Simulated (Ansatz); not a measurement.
The calculation used Ansatz 0.2.0, DFT PBE, scalar-relativistic, plane waves, PAW. All cells share a 420 eV cutoff and Γ-centred k meshes spaced at most about 0.3 Å⁻¹ (about 0.25 or finer for metals, 2π included). Collinear spin in cells that started with moments and kept them past the coarse steps, no spin elsewhere.

Temperature and zero-point effects are left out.

Two forms of TiIn₄ were relaxed alike.

A. (site moments Ti 1.1 μB)

```yaml
crystal:
  lattice:
    - [4.89221, 0.00000, 0.00000]
    - [-2.44610, 4.23678, 0.00000]
    - [0.00000, 0.00000, 6.37207]
  atoms:
    - { symbol: Ti, position: [0.00000, 0.00000, 0.00000] }
    - { symbol: In, position: [0.33333, 0.66667, 0.25239] }
    - { symbol: In, position: [0.66667, 0.33333, 0.25239] }
    - { symbol: In, position: [0.66667, 0.33333, 0.74761] }
    - { symbol: In, position: [0.33333, 0.66667, 0.74761] }
```

B. (site moments Ti 1.0 μB)

```yaml
crystal:
  lattice:
    - [5.44185, 0.00000, 0.00000]
    - [0.00000, 5.44185, 0.00000]
    - [0.00000, 0.00000, 5.44185]
  atoms:
    - { symbol: Ti, position: [0.50000, 0.50000, 0.50000] }
    - { symbol: In, position: [0.00000, 0.50000, 0.50000] }
    - { symbol: In, position: [0.50000, 0.00000, 0.50000] }
    - { symbol: In, position: [0.50000, 0.50000, 0.00000] }
    - { symbol: In, position: [0.00000, 0.00000, 0.00000] }
```

Problem. Which would you expect to be lower, and how large is the difference?

Solution. A is lower, by 142 meV/atom. A has space group P6/mmm (No. 191), 26.4 Å³/atom and no gap on its mesh; B has space group Pm-3m (No. 221), 32.2 Å³/atom and no gap. Counting all near atoms (those within 1.25 times the shortest distance at each site; a plus sign parts nearer from farther groups; a slash parts the counts of unlike sites), A has Ti 12, In 3+5 and B has Ti 6, In 2/12+8. The denser one is the lower, and pressure would at first widen the difference. Even the lower one lies +0.25 eV/atom against the reference forms of the elements (uncorrected), so neither is stable at this level. Both come from invented guesses. A third cell relaxed alike, in Im-3m, lies 211 meV/atom below the lower of the two.

Another magnetic order may lie lower. Cells relaxed within their symmetry can be saddle points.
